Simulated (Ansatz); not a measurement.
Data:

MoSe:
```
CELL_PARAMETERS angstrom
      9.01516     0.00000     0.00000
     -4.50758     7.80736     0.00000
      0.00000     0.00000     4.41665
ATOMIC_POSITIONS crystal
  Mo 0.17351 0.00000 0.25000
  Se 0.33396 0.33396 0.25000
  Mo 0.00000 0.17351 0.25000
  Se 0.66604 0.00000 0.25000
  Mo 0.82649 0.82649 0.25000
  Se 0.00000 0.66604 0.25000
  Mo 0.17351 0.17351 0.75000
  Se 0.00000 0.33396 0.75000
  Mo 0.82649 0.00000 0.75000
  Se 0.66604 0.66604 0.75000
  Mo 0.00000 0.82649 0.75000
  Se 0.33396 0.00000 0.75000
```

This is the r²SCAN+D4-relaxed structure.

Task: All from plane-wave PAW r²SCAN+D4 (Ansatz code), unless another level is named. Give the electronic character.

Result: metallic (no gap).

Task: And the density of states at the Fermi level?

Result: 0.52 states/eV per atom (mean over ±0.08 eV).

Task: And the formation energy from the elements (no fitted shifts)?

Result: -0.45 eV/atom.

Space group P6_3/mcm. The start of the workflow was typed in or built on a structure type; neither database checked (COD, Materials Project) lists it. Whether it is the stable phase at ambient conditions was not checked. The r²SCAN+D4 relaxation kept the symmetry of its start; whether a distortion lowers the energy is not shown. The workflow began spin-polarised and lost its moments. The references are the lowest solids computed at this level, not always the standard phases. Scalar-relativistic: spin–orbit coupling is off unless named, which matters more the heavier the elements.

Potentials: the earlier of the program's two PAW sets.
